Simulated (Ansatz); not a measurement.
The end point of a relaxation of InP. Space group P6₃mc (No. 186), wurtzite type. Method: r2SCAN (plane waves to 500 eV, PAW, scalar-relativistic; Ansatz, a program for electronic structure).

```xyz
4
Lattice="4.1694 0.0000 0.0000 -2.0847 3.6108 0.0000 0.0000 0.0000 6.8458" Properties=species:S:1:pos:R:3 pbc="T T T"
In     0.0000     2.4072     5.9870
In     2.0847     1.2036     2.5641
P      2.0847     1.2036     0.0002
P      0.0000     2.4072     3.4231
```

```yaml
volume_per_atom: 25.77 Å³
band_gap: 1.10 eV, direct at Γ (no spin-orbit coupling)
shortest_distances: In–P 2.56 Å
k-mesh: 9×9×5
```

No spin polarisation in the result.

It was reached from a disturbed copy of a P4₂/mmc (No. 131) cell, against which it lies -0.59 eV/atom.

The first start was generated by placing the elements on the sites of a structure type. Materials Project lists a structure of InP in the same space group, P6₃mc (No. 186); the sites were not compared with it, nor with measured phases. Known forms of InP include space group No. 216.
